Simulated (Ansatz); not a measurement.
SnO2 in space group P4_2/nmc (No. 137; Sn on 2a, O on 4d), r²SCAN (plane waves, PAW; program Ansatz), all energies at zero smearing, with the estimated change up to a 700 eV cutoff added, with one set of potentials and settings (totals compare only within such a set). Cell of 6 atoms (2 Sn, 4 O): -14351.369 eV.

```csv
element,reference phase,E (eV/atom)
Sn,"Fd-3m, 2 atoms in the cell",-6038.6401
O,"C2/m, 4 atoms in the cell, spin-polarised",-566.0281
```

Formation energy per atom, worked out: (-14351.369 − 2×(-6038.6401) − 4×(-566.0281))/6 = -1.663 eV/atom (-160 kJ per mol of atoms), at 0 K, without zero-point energy or fitted corrections.

The cell is a constructed one: a structure type filled with these elements; neither database checked (COD, Materials Project) lists it. It is not the phase usual at ambient conditions (space group No. 136). Symmetry was held in the r²SCAN relaxation. At this level the phase is mechanically unstable. The references are the lowest solids computed at this level, not always the standard phases (solids in place of the gases). Spin–orbit coupling is left out wherever it is not named.

Potentials: the later of the program's two PAW sets.
